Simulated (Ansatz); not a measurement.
## MoS2 with arsenic replacing S: field gradients at two levels of theory

Cell: a supercell of MoS2 (space group P6_3/mmc) built from an entry of the Crystallography Open Database (COD), with the ions relaxed around the defect (PBE).

```
CELL_PARAMETERS angstrom
9.50700 0.00000 0.00000
-3.16900 5.48887 0.00000
0.00000 0.00000 12.32400
ATOMIC_POSITIONS crystal
Mo 0.11116 0.33339 0.24996
Mo 0.11113 0.83336 0.24960
Mo 0.44443 0.33329 0.24966
Mo 0.44444 0.83338 0.24966
Mo 0.77773 0.33328 0.24961
Mo 0.77780 0.83340 0.24958
Mo 0.22274 0.16560 0.75167
Mo 0.22275 0.66846 0.75173
Mo 0.55606 0.16725 0.75180
Mo 0.55609 0.66682 0.75118
Mo 0.88737 0.16557 0.75141
Mo 0.88832 0.66622 0.75062
As 0.11129 0.33350 0.60816
S 0.11114 0.83325 0.62434
S 0.44408 0.33305 0.62472
S 0.44411 0.83305 0.62492
S 0.77785 0.33274 0.62429
S 0.77832 0.83442 0.62423
S 0.22212 0.16680 0.12286
S 0.22211 0.66640 0.12285
S 0.55554 0.16667 0.12278
S 0.55553 0.66666 0.12284
S 0.88913 0.16688 0.12284
S 0.88893 0.66669 0.12284
S 0.11084 0.33306 0.87575
S 0.10892 0.83172 0.87809
S 0.44535 0.33459 0.87804
S 0.44560 0.83356 0.87796
S 0.77803 0.33506 0.87802
S 0.77772 0.83176 0.87785
S 0.22228 0.16663 0.37680
S 0.22228 0.66682 0.37679
S 0.55552 0.16658 0.37659
S 0.55571 0.66688 0.37658
S 0.88881 0.16659 0.37676
S 0.88877 0.66662 0.37659
```

Atoms are numbered from 1 in the order listed; like atoms form one site, named after its first atom.

First run. Level of theory: DFT, PBE, plane waves and PAW, scalar-relativistic, 420 eV cutoff, Γ-centred 3×4×2 k-points, Fermi–Dirac smearing 0.01 eV, cell charge -1 (Ansatz 0.2.0).

```csv
site,atom,V_zz (10²¹ V/m²),η
Mo7,7,-7.80,0.06
Mo9,9,-7.10,0.22
Mo10,10,-6.93,0.20
Mo11,11,-7.66,0.12
Mo12,12,-6.76,0.14
As,13,-12.51,0.02
S14,14,-5.35,0.23
S22,22,-5.33,0.00
S24,24,-5.34,0.00
S25,25,-5.21,0.02
S30,30,-4.80,0.23
S31,31,-4.96,0.03
S32,32,-4.97,0.03
S35,35,-4.99,0.03
```

Second run. The same atoms and settings, except that the functional is r2SCAN and the cutoff is 500 eV.

Task: Given the first result, estimate the second.

Result: 

```
site  atom    V_zz     η  change of V_zz
 Mo7     7   -7.88  0.08           -0.08
 Mo9     9   -7.20  0.24           -0.10
Mo10    10   -7.06  0.19           -0.13
Mo11    11   -7.73  0.16           -0.07
Mo12    12   -6.92  0.14           -0.16
  As    13  -13.34  0.02           -0.83
 S14    14   -5.45  0.22           -0.10
 S22    22   -5.43  0.00           -0.10
 S24    24   -5.44  0.00           -0.10
 S25    25   -5.23  0.02           -0.02
 S30    30   -4.87  0.24           -0.07
 S31    31   -5.08  0.03           -0.12
 S32    32   -5.08  0.03           -0.11
 S35    35   -5.11  0.03           -0.12
```

The largest change of V_zz is on As, from -12.51 to -13.34. In per cent, |V_zz| changes by +1 to +2 on Mo, +7 on As, 0 to +2 on S (all sites that start above 0.5). The table leaves out 20 of the 34 sites, with |V_zz| up to 8.00; their tensors move by 0.10 at most along any direction. The statements above cover all sites.

The defect repeats with the cell of 36 atoms, so it feels its images: sites between two images don't show the values beside a lone defect, and zeros or small values of η there can come from the images' arrangement. Mo and S carry a gradient in the pure host already, so the values there aren't the defect's effect alone. A uniform background compensates the cell's charge. Without spin–orbit coupling (the program notes it for Mo) the gradients can shift somewhat, as the gap is small.
